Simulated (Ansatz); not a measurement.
**Two states of ReH7Se4**

```
CELL_PARAMETERS angstrom
-3.17656 3.11707 6.12529
3.05348 -3.23481 6.12261
3.08894 3.14986 -0.06021
ATOMIC_POSITIONS crystal
H 0.10406 0.13849 0.48446
H 0.12324 0.62073 0.97195
H 0.63775 0.13160 0.02573
Re 0.63230 0.62462 0.49254
H 0.37384 0.37625 0.52566
H 0.35183 0.88791 0.95234
H 0.89349 0.37947 0.00312
H 0.85266 0.86033 0.50621
Se 0.96391 0.99532 0.96945
Se 0.99994 0.47608 0.46172
Se 0.50239 0.01785 0.50372
Se 0.47060 0.49718 0.00890
```

The numbers come from plane-wave PAW DFT (Ansatz): PBE, 420 eV, 3×3×4 (shifted by 0, 0, 0.5 steps) k points, fermi-dirac occupations (width 0.0176 eV). Nothing was relaxed.

State A: Re4 up (collinear spin). State B: no moments (no spin polarisation).

**Question.** Which state is lower, and how do they differ?

**Answer.** State A is lower by 17.7 meV an atom at zero smearing.

```csv
state,free energy (meV/atom),largest moment in a small sphere (μB),net moment (μB/cell),gap on mesh (eV),pressure (GPa),largest force (eV/Å)
A,0.0,1.90,2.25,metal,-13.5,2.16
B,17.5,0.00,0.00,metal,-14.5,2.48
```

Origin: a cell with a point defect, so it need not be a known compound. Caveats: the k mesh is coarse if the cell is a metal; atoms or cell far from equilibrium.
